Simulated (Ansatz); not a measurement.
Level of theory: DFT LDA, scalar-relativistic, plane waves, PAW in Ansatz. Cutoff 420 eV, Γ-centred k meshes of 1152 to 2744 points, fixed occupations in insulators, in metals Fermi–Dirac smearing of 0.15 eV (Gaussian, 0.2 eV, where magnetic), no spin polarisation. Some cells are trial structures made by swapping elements. Values of metals depend on mesh and smearing. Spin–orbit coupling is left out. Each crystal stands at its own equilibrium volume, in the symmetry named; Zr2SbN has imaginary modes at Γ and would distort.

Order these crystals by the highest optical frequency at Γ (without the LO field), lowest first.
A. Zr2SbN (P4/mmm, 4 atoms in the cell, 18.4 Å³/atom, N next to 6 Zr)
B. ScPt (Pm-3m, 2 atoms in the cell, 16.8 Å³/atom, Sc next to 8 Pt)
C. ScPd3 (Pm-3m, 4 atoms in the cell, 14.9 Å³/atom, Sc next to 12 Pd)
D. TaRu (Pm-3m, 2 atoms in the cell, 15.2 Å³/atom, Ru next to 8 Ta)

Answers

D (146 cm⁻¹), B (174 cm⁻¹), C (223 cm⁻¹), A (336 cm⁻¹).